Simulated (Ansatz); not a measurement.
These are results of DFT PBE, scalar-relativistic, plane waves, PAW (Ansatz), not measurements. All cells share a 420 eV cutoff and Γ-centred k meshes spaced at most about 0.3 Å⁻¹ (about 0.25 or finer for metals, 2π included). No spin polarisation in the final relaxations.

These are static total energies at zero pressure.

Two forms of ZnGeO2 were relaxed alike.

A.

```cif
data_structure
_symmetry_space_group_name_H-M 'P6/mmm'
_symmetry_Int_Tables_number 191
_cell_length_a 5.0436
_cell_length_b 5.0436
_cell_length_c 7.2645
_cell_angle_alpha 90.000
_cell_angle_beta 90.000
_cell_angle_gamma 120.000
_cell_volume 160.04
loop_
_atom_site_label
_atom_site_type_symbol
_atom_site_symmetry_multiplicity
_atom_site_Wyckoff_symbol
_atom_site_fract_x
_atom_site_fract_y
_atom_site_fract_z
_atom_site_occupancy
Zn1 Zn 1 b 0.00000 0.00000 0.50000 1
Ge1 Ge 1 a 0.00000 0.00000 0.00000 1
O1 O 2 e 0.00000 0.00000 0.25582 1
```

B.

```cif
data_structure
_symmetry_space_group_name_H-M 'P4/mmm'
_symmetry_Int_Tables_number 123
_cell_length_a 2.9870
_cell_length_b 2.9870
_cell_length_c 7.6698
_cell_angle_alpha 90.000
_cell_angle_beta 90.000
_cell_angle_gamma 90.000
_cell_volume 68.43
loop_
_atom_site_label
_atom_site_type_symbol
_atom_site_symmetry_multiplicity
_atom_site_Wyckoff_symbol
_atom_site_fract_x
_atom_site_fract_y
_atom_site_fract_z
_atom_site_occupancy
Zn1 Zn 1 c 0.50000 0.50000 0.00000 1
Ge1 Ge 1 d 0.50000 0.50000 0.50000 1
O1 O 1 a 0.00000 0.00000 0.00000 1
O2 O 1 b 0.00000 0.00000 0.50000 1
```

Question: Which form is favoured at zero pressure, and by what margin per atom?

Answer: B is lower, by 117 meV/atom. A has space group P6/mmm (No. 191), 40.0 Å³/atom and a gap of 1.81 eV on its mesh; B has space group P4/mmm (No. 123), 17.1 Å³/atom and no gap. Counting O atoms around Ge and Zn (those within 1.25 times the shortest such distance or 1.15 times the sum of covalent radii, 1.27 where that leaves under three), A has Zn 2, Ge 2 and B has Zn 4, Ge 4. Both come from invented guesses. A third cell relaxed alike, in P-4m2, lies 0.32 eV/atom below the lower of the two.

Weakly bound directions are ill-defined at this level, which has no dispersion term (P6/mmm, P4/mmm), and this can change margins and order among such cells. Kohn–Sham gaps at this level usually fall short of measured ones. The zero gap of P4/mmm may come from the functional, which often closes small gaps. Cells relaxed within their symmetry can be saddle points.
